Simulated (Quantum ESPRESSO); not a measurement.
Simulation results for Zn₃Se₃SO (made-up cell)

Calculation on a made-up crystal cell, not a measurement: periodic Kohn-Sham density functional theory in plane waves with PseudoDojo standard norm-conserving scalar-relativistic pseudopotentials, each functional with its own files (v0.5 for PBE, v0.4.1 for LDA and PBEsol), no spin polarisation, no spin-orbit coupling, atoms not relaxed, stress positive in tension, energies less a fixed whole-eV offset for each atom's element; levels are Kohn-Sham levels at fractions of this cell's reciprocal vectors, counted from the reference band (half the neutral cell's valence electrons, rounded up) at Gamma; error bars cover cutoff and k-mesh only, not smearing or the files; added strain carries the atoms with the cell, and shear is the tensor component; each bar is the largest change over components, and at least 0.002 eV, 0.002 eV per angstrom or 0.02 GPa; energies are for the whole cell, and the offsets were chosen from early runs and are not element reference energies. Program: Quantum ESPRESSO 7.5.

```cif
# cell vector a (Å): 3.9879 -0.0383 -0.0326
# cell vector b (Å): -0.0664 6.6578 -0.0319
# cell vector c (Å): -0.0532 -0.0301 6.3483
data_Zn3Se3SO
_symmetry_space_group_name_H-M 'P 1'
_symmetry_Int_Tables_number 1
_cell_length_a 3.9882
_cell_length_b 6.6582
_cell_length_c 6.3486
_cell_angle_alpha 90.541
_cell_angle_beta 90.946
_cell_angle_gamma 91.119
_cell_volume 168.52
loop_
_atom_site_label
_atom_site_type_symbol
_atom_site_fract_x
_atom_site_fract_y
_atom_site_fract_z
_atom_site_occupancy
Zn1 Zn 0.99407 0.00123 0.00346 1
S1 S 0.50208 0.49472 0.00333 1
Zn2 Zn 0.49592 0.16877 0.49750 1
Zn3 Zn 0.99144 0.65863 0.50249 1
Se1 Se 0.00031 0.00085 0.37390 1
Se2 Se 0.50625 0.50280 0.37606 1
Se3 Se 0.50167 0.16504 0.87299 1
O1 O 0.99676 0.66788 0.87433 1
_calc_lattice_type 'wurtzite'
_calc_functional 'pbe'
_calc_cutoff 1170  # eV
_calc_fermi_dirac_smearing 0.1  # eV
_calc_scf_tolerance 1e-07  # eV
_calc_electrons_removed 0
_calc_k_mesh '7 x 6 x 6, shifted by half a step'
_calc_stress_xy ?
```

Atoms:
```tsv
atoms element	atom site	atom energy offset (eV)
Zn	1	-5687
S	2	-302
Zn	3	-5687
Zn	4	-5687
Se	5	-3300
Se	6	-3300
Se	7	-3300
O	8	-452
```

Q: Give the missing stress xy for Zn₃Se₃SO (made-up cell).
A: -1.193 GPa

Further results for Zn₃Se₃SO (made-up cell):

| Property | Result |
| --- | --- |
| free energy less offsets | 4.529 eV |
| smearing term minus ts | -0.06591 eV |
| scf iterations | 14 |
| pressure | 3.542 GPa |
| stress xx | -5.286 GPa |
| stress yy | -2.805 GPa |
| stress zz | -2.534 GPa |
| stress yz | 1.384 GPa |
| stress xz | -1.017 GPa |
| fermi level | 0.002344 eV |
| reference band | 60 |
| error bar energy | 0.002 eV |
| error bar stress | 0.02 GPa |
| error bar force | 0.002 eV/Å |
| error bar next band up | 0.002 eV |
| error bar fermi level | 0.002 eV |
| error bars from | tighter rerun of this cell |

Forces:
```tsv
site	x (eV/Å)	y (eV/Å)	z (eV/Å)
1	0.1674	-1.864	-1.01
2	0.1117	0.4066	-0.4505
3	0.3185	-0.3582	-0.1515
4	0.7501	0.5223	2.206
5	-0.3225	-0.04442	0.3225
6	-0.8323	0.1247	-0.06819
7	-0.131	-0.2247	0.1966
8	-0.06196	1.438	-1.045
```

Levels:
```tsv
level k point	next band up (eV)
Gamma	0.09271
(1/2,1/2,1/2)	0.2852
(0.15,0,0)	0.3631
(0,0.15,0)	0.1493
(0,0,0.15)	0.1637
```
